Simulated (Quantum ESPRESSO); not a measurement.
# NbHfTaF2O6: finding a planted mistake in a log

Computed values, not a measurement. The program is pw.x of Quantum ESPRESSO 7.5 (plane-wave density functional theory). The cell is made up: 11 atoms on a rutile lattice with one site empty, with randomly drawn elements, strain and displacements, not relaxed. PseudoDojo standard norm-conserving files (v0.5 for PBE, v0.4.1 for LDA and PBEsol) set the functional; there is no spin polarisation, spin-orbit coupling or dispersion term, and the masses in the input are unused placeholders.

The hafnium pseudopotential is less sure than the others, with forces about 3 percent (worst 6) and pressure in oxides about 1.5 GPa (worst 2.7) from a second method in checks, which no rerun with the same files tests.

Intended input:

```
&control calculation='scf', pseudo_dir='./dojo.nc.sr.pbe.v0_5.standard.upf', outdir='./o', disk_io='medium', tprnfor=.true., tstress=.true. /
&system ibrav=0, nat=11, ntyp=5, nbnd=50, ecutwfc=84.00895049, nosym=.true., tot_charge=0,
 occupations='smearing', smearing='fd', degauss=0.0018374661
/
&electrons conv_thr=7.350e-09, electron_maxstep=60, /
ATOMIC_SPECIES
F 1.0 F.upf
Hf 1.0 Hf.upf
Nb 1.0 Nb.upf
O 1.0 O.upf
Ta 1.0 Ta.upf
CELL_PARAMETERS angstrom
4.9946 0.0 0.0
0.0 4.9946 0.0
0.0 0.0 6.6048
ATOMIC_POSITIONS angstrom
Nb -0.04 -0.0219 -0.0586
Hf 0.0015 0.021 3.2912
Ta 2.5717 2.4764 5.0452
F 1.4598 1.5458 -0.0911
O 3.3631 3.3784 0.0035
O 4.0052 1.0283 1.6571
F 0.9791 4.1562 1.5972
O 1.5139 1.4817 3.436
O 3.3788 3.491 3.2776
O 4.0741 1.0377 4.8962
O 0.9256 4.0686 4.9234
K_POINTS automatic
5 5 4 1 1 1
```

The log is shortened where brackets say so; the opening notice, blank lines, dates and the lines on written files are dropped, and the path of the files is cut. It prints rydbergs, bohrs and kilobars, and counts compression as positive stress. Where no state is partly filled, the Fermi energy that it prints is only some level between the filled and the empty states on the mesh, and need not lie in the true gap.

Log of the intended run:

```
     Program PWSCF v.7.5
     Parallel version (MPI & OpenMP), running on       1 processor cores
     Number of MPI processes:                 1
     Threads/MPI process:                     1
     [start-up lines left out]
     bravais-lattice index     =            0
     lattice parameter (alat)  =       9.4384  a.u.
     unit-cell volume          =    1111.8794 (a.u.)^3
     number of atoms/cell      =           11
     number of atomic types    =            5
     number of electrons       =        88.00
     number of Kohn-Sham states=           50
     kinetic-energy cutoff     =      84.0090  Ry
     charge density cutoff     =     336.0358  Ry
     scf convergence threshold =      7.3E-09
     mixing beta               =       0.7000
     number of iterations used =            8  plain     mixing
     Exchange-correlation= PBE
                           (   1   4   3   4   0   0   0)
     [axes and pseudopotential details left out]
   Cartesian axes
     site n.     atom                  positions (alat units)
         1        Nb     tau(   1) = (  -0.0080086  -0.0043847  -0.0117327  )
         2        Hf     tau(   2) = (   0.0003003   0.0042045   0.6589517  )
         3        Ta     tau(   3) = (   0.5148961   0.4958155   1.0101309  )
         4        F      tau(   4) = (   0.2922757   0.3094943  -0.0182397  )
         5        O      tau(   5) = (   0.6733472   0.6764105   0.0007008  )
         6        O      tau(   6) = (   0.8019061   0.2058824   0.3317783  )
         7        F      tau(   7) = (   0.1960317   0.8321387   0.3197854  )
         8        O      tau(   8) = (   0.3031074   0.2966604   0.6879430  )
         9        O      tau(   9) = (   0.6764906   0.6989549   0.6562287  )
        10        O      tau(  10) = (   0.8157010   0.2077644   0.9802987  )
        11        O      tau(  11) = (   0.1853201   0.8145998   0.9857446  )
     number of k points=    50  Fermi-Dirac smearing, width (Ry)=  0.0018
                       cart. coord. in units 2pi/alat
        k(    1) = (   0.1000000   0.1000000   0.0945260), wk =   0.0400000
        k(    2) = (   0.1000000   0.1000000   0.2835779), wk =   0.0400000
     [further k points left out]
     Dense  grid:   115761 G-vectors     FFT dimensions: (  60,  60,  75)
     Estimated max dynamical RAM per process >     195.25 MB
     Initial potential from superposition of free atoms
     starting charge      87.9949, renormalised to      88.0000
     Starting wfcs are   62 randomized atomic wfcs
     total cpu time spent up to now is       13.3 secs
     per-process dynamical memory:   106.4 Mb
     Self-consistent Calculation
     iteration #  1     ecut=    84.01 Ry     beta= 0.70
     Davidson diagonalization with overlap
     ethr =  1.00E-02,  avg # of iterations =  2.0
     total cpu time spent up to now is       38.4 secs
     total energy              =    -661.68708536 Ry
     estimated scf accuracy    <       6.53383717 Ry
     iteration #  2     ecut=    84.01 Ry     beta= 0.70
     Davidson diagonalization with overlap
     ethr =  7.42E-03,  avg # of iterations =  6.6
     total cpu time spent up to now is       81.2 secs
     total energy              =    -655.70678019 Ry
     estimated scf accuracy    <      83.20040716 Ry
     [iterations 3 to 18 left out]
     iteration # 19     ecut=    84.01 Ry     beta= 0.70
     Davidson diagonalization with overlap
     ethr =  1.03E-10,  avg # of iterations =  2.5
     total cpu time spent up to now is      568.5 secs
     total energy              =    -665.37585726 Ry
     estimated scf accuracy    <       0.00000003 Ry
     iteration # 20     ecut=    84.01 Ry     beta= 0.70
     Davidson diagonalization with overlap
     ethr =  3.63E-11,  avg # of iterations =  2.0
     total cpu time spent up to now is      592.6 secs
     End of self-consistent calculation
     [lines on levels left out]
     the Fermi energy is     6.4537 ev
!    total energy              =    -665.37585726 Ry
     estimated scf accuracy    <          1.6E-09 Ry
     smearing contrib. (-TS)   =      -0.00000004 Ry
     internal energy E=F+TS    =    -665.37585722 Ry
     The total energy is F=E-TS. E is the sum of the following terms:
     one-electron contribution =    -266.82419170 Ry
     hartree contribution      =     169.30284961 Ry
     xc contribution           =    -155.10796013 Ry
     ewald contribution        =    -412.74655500 Ry
     convergence has been achieved in  20 iterations
     Forces acting on atoms (cartesian axes, Ry/au):
     atom    1 type  3   force =    -0.13726870    0.00695439    0.08012800
     atom    2 type  2   force =    -0.02757759    0.03529890   -0.07342419
     atom    3 type  5   force =     0.03674021    0.06921532   -0.23854013
     atom    4 type  1   force =    -0.02591018   -0.03335309   -0.01690291
     atom    5 type  4   force =     0.06928136    0.06723851   -0.09034525
     atom    6 type  4   force =     0.10976675   -0.11728318   -0.10978952
     atom    7 type  1   force =    -0.02058169    0.00983906   -0.04653949
     atom    8 type  4   force =    -0.00571067   -0.00468849    0.12192901
     atom    9 type  4   force =     0.01375991   -0.00791582    0.17449061
     atom   10 type  4   force =    -0.01593307   -0.01123148    0.09824710
     atom   11 type  4   force =     0.00343369   -0.01407414    0.10074678
     Total force =     0.471021     Total SCF correction =     0.000110
     Computing stress (Cartesian axis) and pressure
          total   stress  (Ry/bohr**3)                   (kbar)     P=     -213.20
  -0.00119910  -0.00027060  -0.00000448         -176.39      -39.81       -0.66
  -0.00027060  -0.00120765  -0.00015386          -39.81     -177.65      -22.63
  -0.00000448  -0.00015386  -0.00194109           -0.66      -22.63     -285.54
     init_run     :     12.55s CPU     13.20s WALL (       1 calls)
     electrons    :    574.66s CPU    579.30s WALL (       1 calls)
     forces       :      5.64s CPU      5.68s WALL (       1 calls)
     stress       :     21.17s CPU     21.28s WALL (       1 calls)
     [timing details left out]
     PWSCF        :  10m14.18s CPU  10m19.77s WALL
     JOB DONE.
```

A second run was made from an input with one planted mistake. Its log:

```
     Program PWSCF v.7.5
     Parallel version (MPI & OpenMP), running on       1 processor cores
     Number of MPI processes:                 1
     Threads/MPI process:                     1
     [start-up lines left out]
     bravais-lattice index     =            0
     lattice parameter (alat)  =       9.4384  a.u.
     unit-cell volume          =    1111.8794 (a.u.)^3
     number of atoms/cell      =           11
     number of atomic types    =            5
     number of electrons       =        88.00
     number of Kohn-Sham states=           50
     kinetic-energy cutoff     =      84.0090  Ry
     charge density cutoff     =     336.0358  Ry
     scf convergence threshold =      2.2E-02
     mixing beta               =       0.7000
     number of iterations used =            8  plain     mixing
     Exchange-correlation= PBE
                           (   1   4   3   4   0   0   0)
     [axes and pseudopotential details left out]
   Cartesian axes
     site n.     atom                  positions (alat units)
         1        Nb     tau(   1) = (  -0.0080086  -0.0043847  -0.0117327  )
         2        Hf     tau(   2) = (   0.0003003   0.0042045   0.6589517  )
         3        Ta     tau(   3) = (   0.5148961   0.4958155   1.0101309  )
         4        F      tau(   4) = (   0.2922757   0.3094943  -0.0182397  )
         5        O      tau(   5) = (   0.6733472   0.6764105   0.0007008  )
         6        O      tau(   6) = (   0.8019061   0.2058824   0.3317783  )
         7        F      tau(   7) = (   0.1960317   0.8321387   0.3197854  )
         8        O      tau(   8) = (   0.3031074   0.2966604   0.6879430  )
         9        O      tau(   9) = (   0.6764906   0.6989549   0.6562287  )
        10        O      tau(  10) = (   0.8157010   0.2077644   0.9802987  )
        11        O      tau(  11) = (   0.1853201   0.8145998   0.9857446  )
     number of k points=    50  Fermi-Dirac smearing, width (Ry)=  0.0018
                       cart. coord. in units 2pi/alat
        k(    1) = (   0.1000000   0.1000000   0.0945260), wk =   0.0400000
        k(    2) = (   0.1000000   0.1000000   0.2835779), wk =   0.0400000
     [further k points left out]
     Dense  grid:   115761 G-vectors     FFT dimensions: (  60,  60,  75)
     Estimated max dynamical RAM per process >     195.25 MB
     Initial potential from superposition of free atoms
     starting charge      87.9949, renormalised to      88.0000
     Starting wfcs are   62 randomized atomic wfcs
     total cpu time spent up to now is       15.4 secs
     per-process dynamical memory:   115.4 Mb
     Self-consistent Calculation
     iteration #  1     ecut=    84.01 Ry     beta= 0.70
     Davidson diagonalization with overlap
     ethr =  1.00E-02,  avg # of iterations =  2.0
     total cpu time spent up to now is       43.4 secs
     total energy              =    -661.68708536 Ry
     estimated scf accuracy    <       6.53383717 Ry
     iteration #  2     ecut=    84.01 Ry     beta= 0.70
     Davidson diagonalization with overlap
     ethr =  7.42E-03,  avg # of iterations =  6.6
     total cpu time spent up to now is       89.7 secs
     total energy              =    -655.70678019 Ry
     estimated scf accuracy    <      83.20040716 Ry
     [iterations 3 to 5 left out]
     iteration #  6     ecut=    84.01 Ry     beta= 0.70
     Davidson diagonalization with overlap
     ethr =  7.14E-04,  avg # of iterations =  7.1
     total cpu time spent up to now is      228.5 secs
     total energy              =    -665.34905802 Ry
     estimated scf accuracy    <       0.19597811 Ry
     iteration #  7     ecut=    84.01 Ry     beta= 0.70
     Davidson diagonalization with overlap
     c_bands:  1 eigenvalues not converged
     c_bands:  1 eigenvalues not converged
     c_bands:  1 eigenvalues not converged
     ethr =  2.23E-04,  avg # of iterations =  8.7
     total cpu time spent up to now is      264.8 secs
     End of self-consistent calculation
     [lines on levels left out]
     the Fermi energy is     6.4694 ev
!    total energy              =    -665.36088570 Ry
     estimated scf accuracy    <       0.01708558 Ry
     smearing contrib. (-TS)   =      -0.00000000 Ry
     internal energy E=F+TS    =    -665.36088569 Ry
     The total energy is F=E-TS. E is the sum of the following terms:
     one-electron contribution =    -266.18904800 Ry
     hartree contribution      =     168.54934874 Ry
     xc contribution           =    -154.97463144 Ry
     ewald contribution        =    -412.74655500 Ry
     convergence has been achieved in   7 iterations
     Forces acting on atoms (cartesian axes, Ry/au):
     atom    1 type  3   force =    -0.14145253    0.00634318    0.08559378
     atom    2 type  2   force =    -0.02945357    0.03642313   -0.07655576
     atom    3 type  5   force =     0.03895492    0.06862858   -0.22825154
     atom    4 type  1   force =    -0.02187568   -0.03168527   -0.01279075
     atom    5 type  4   force =     0.06764887    0.06300993   -0.08990924
     atom    6 type  4   force =     0.10363200   -0.10962212   -0.09945702
     atom    7 type  1   force =    -0.01669465    0.00684480   -0.03398912
     atom    8 type  4   force =    -0.00909255   -0.00900097    0.11480013
     atom    9 type  4   force =     0.01939310   -0.00265924    0.16725036
     atom   10 type  4   force =    -0.01390285   -0.01493101    0.08351509
     atom   11 type  4   force =     0.00284294   -0.01335101    0.08979408
     Total force =     0.451111     Total SCF correction =     0.337887
     SCF correction compared to forces is large: reduce conv_thr to get better values
     Computing stress (Cartesian axis) and pressure
          total   stress  (Ry/bohr**3)                   (kbar)     P=     -275.30
  -0.00161480  -0.00036796   0.00003299         -237.54      -54.13        4.85
  -0.00036796  -0.00161096  -0.00020343          -54.13     -236.98      -29.93
   0.00003299  -0.00020343  -0.00238856            4.85      -29.93     -351.37
     init_run     :     14.47s CPU     15.29s WALL (       1 calls)
     electrons    :    241.53s CPU    249.47s WALL (       1 calls)
     forces       :      6.79s CPU      6.86s WALL (       1 calls)
     stress       :     24.07s CPU     25.01s WALL (       1 calls)
     [timing details left out]
     PWSCF        :   4m47.02s CPU   4m56.92s WALL
     JOB DONE.
```

Question: what was wrong in the second input?

Answer: the self-consistency threshold is too loose. The input lines that differ, file-writing options aside:

```
- &electrons conv_thr=7.350e-09, electron_maxstep=60, /
+ &electrons conv_thr=2.205e-02, electron_maxstep=60, /
```

```
                                            intended run  run with the mistake
                          free energy (eV)     -9052.900             -9052.696
                    smearing term -TS (eV)        0.0000                0.0000
                            pressure (GPa)        -21.32                -27.53
            largest force component (eV/Å)         6.133                 5.869
largest change of a force component (eV/Å)                               0.379
                                iterations            20                     7
```

For scale, a rerun of the intended cell at 1467 eV and a 7 x 7 x 6 mesh moved values by no more than 0.004 eV in energy, 0.03 GPa in stress and 0.002 eV/Å in force.